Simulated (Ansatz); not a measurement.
WSe2:
```
CELL_PARAMETERS angstrom
      3.27906     0.00000     0.00000
     -1.63953     2.83975     0.00000
      0.00000     0.00000    12.78635
ATOMIC_POSITIONS crystal
  W  0.66667 0.33333 0.25000
  W  0.33333 0.66667 0.75000
  Se 0.33333 0.66667 0.38172
  Se 0.66667 0.33333 0.61828
  Se 0.66667 0.33333 0.88172
  Se 0.33333 0.66667 0.11828
```

PBE+D3(BJ) in the plane-wave PAW code Ansatz gives a gap of 0.87 eV without spin–orbit coupling, maximum at Γ, minimum on the K–Γ line, 46 % of the way from K.

**Question.** What happens when spin–orbit coupling is switched on?

**Answer.** The gap shrinks by 0.08 eV, to 0.79 eV; maximum at Γ, minimum on the K–Γ line, 45 % of the way from K.

**Question.** Give the electron effective mass with spin–orbit coupling.

**Answer.** 0.43, 0.43, 0.51 mₑ (principal values).

**Question.** Give the hole effective mass with spin–orbit coupling.

**Answer.** 0.67, 0.67, 1.2 mₑ (principal values).

Space group P6_3/mmc. The PBE+D3(BJ) relaxation kept the symmetry of its start; phonons on a q-mesh show no instability. No spin polarisation was allowed.

Potentials: the later of the program's two PAW sets.
